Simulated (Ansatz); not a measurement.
Given:

Ge$_{2}$Sb$_{2}$Te$_{5}$:
```yaml
crystal:
  lattice:
    - [4.24839, 0.00000, 0.00000]
    - [-2.12420, 3.67922, 0.00000]
    - [0.00000, 0.00000, 17.34752]
  atoms:
    - { symbol: Ge, position: [0.33333, 0.66667, 0.90129] }
    - { symbol: Ge, position: [0.66667, 0.33333, 0.09871] }
    - { symbol: Sb, position: [0.00000, 0.00000, 0.68845] }
    - { symbol: Sb, position: [0.00000, 0.00000, 0.31155] }
    - { symbol: Te, position: [0.00000, 0.00000, 0.00000] }
    - { symbol: Te, position: [0.66667, 0.33333, 0.80504] }
    - { symbol: Te, position: [0.33333, 0.66667, 0.19496] }
    - { symbol: Te, position: [0.33333, 0.66667, 0.59027] }
    - { symbol: Te, position: [0.66667, 0.33333, 0.40973] }
```

This is the r²SCAN+D4-relaxed structure.

**Question.** All from the program Ansatz at the r²SCAN+D4 level (PAW), unless another level is named. Give the highest zone-centre frequency (without LO–TO term).

**Answer.** 173 cm⁻¹.

**Question.** Give the Debye temperature from the elastic constants.

**Answer.** 205 K.

Space group P-3m1. The r²SCAN+D4 relaxation kept the symmetry of its start. At this level the phase is dynamically unstable (imaginary phonons). Scalar-relativistic: spin–orbit coupling is off unless named, which matters more the heavier the elements.

Potentials: the earlier of the program's two PAW sets. The files were generated under PBE; for other functionals the program regenerates the frozen cores, and for LDA and PBEsol the local potential too.
